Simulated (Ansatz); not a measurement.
The relaxed structure here is a generated cell of GeRh3: the first start was made by placing the elements on the sites of a structure type, and the end was not matched to a known phase here, so it may be hypothetical.

The start is a generated trial cell of GeRh3 in the AFLOW prototype AB3_hR8_155_c_de (D0_14, as in AlF3). The structure is fully relaxed (lattice and positions, P = 0) with r2SCAN (plane waves to 500 eV, PAW, scalar-relativistic; Ansatz, a quantum-chemistry and plane-wave program). The first steps use a coarse 5×5×5 k-mesh.

Initial structure:
```
CELL_PARAMETERS angstrom
      2.74056     1.58226     4.62864
     -2.74056     1.58226     4.62864
      0.00000    -3.16452     4.62864
ATOMIC_POSITIONS crystal
  Ge 0.23700 0.23700 0.23700
  Ge 0.76300 0.76300 0.76300
  Rh 0.43000 0.57000 0.00000
  Rh 0.00000 0.43000 0.57000
  Rh 0.57000 0.00000 0.43000
  Rh 0.07000 0.93000 0.50000
  Rh 0.50000 0.07000 0.93000
  Rh 0.93000 0.50000 0.07000
```

Question: What symmetry does the relaxed structure have?

Answer: The space group goes from R32 (No. 155) to R-3c (No. 167), with 8 atoms in the primitive cell.

Question: By how much does the energy per atom fall from start to end?

Answer: About 2.9 eV/atom.

Question: How do the shortest distances between atoms change?

Answer: The closest pairs of elements (up to four, under 3.6 Å), start → end: Ge–Rh 1.90 → 2.43 Å; Rh–Rh 2.82 → 2.56 Å.

Question: What band gap does the relaxed structure have at this level?

Answer: No gap (metallic).

Question: Give the final cell and atomic positions.

Answer: 
```cif
data_Ge6Rh18
_chemical_formula_sum 'Ge6 Rh18'
_space_group_name_H-M_alt 'R-3c :H'
_space_group_IT_number 167
_space_group_name_Hall '-R 3 2"c'
_cell_length_a 6.11301
_cell_length_b 6.11301
_cell_length_c 10.97862
_cell_angle_alpha 90.000
_cell_angle_beta 90.000
_cell_angle_gamma 120.000
loop_
_atom_site_label
_atom_site_type_symbol
_atom_site_symmetry_multiplicity
_atom_site_Wyckoff_symbol
_atom_site_fract_x
_atom_site_fract_y
_atom_site_fract_z
_atom_site_occupancy
Ge1 Ge 6 b 0.00000 0.00000 0.00000 1
Rh1 Rh 18 e 0.27117 0.27117 0.25000 1
```
(The calculation used a cell of 8 atoms; values per cell refer to that cell.)

Final values are on a 10×10×10 k-mesh of the relaxed cell. The start holds a very short contact (Ge–Rh 1.90 Å). No spin polarisation in the result.

The run could not lose the symmetry of its start: the end is stationary, and may be a saddle point rather than a minimum.
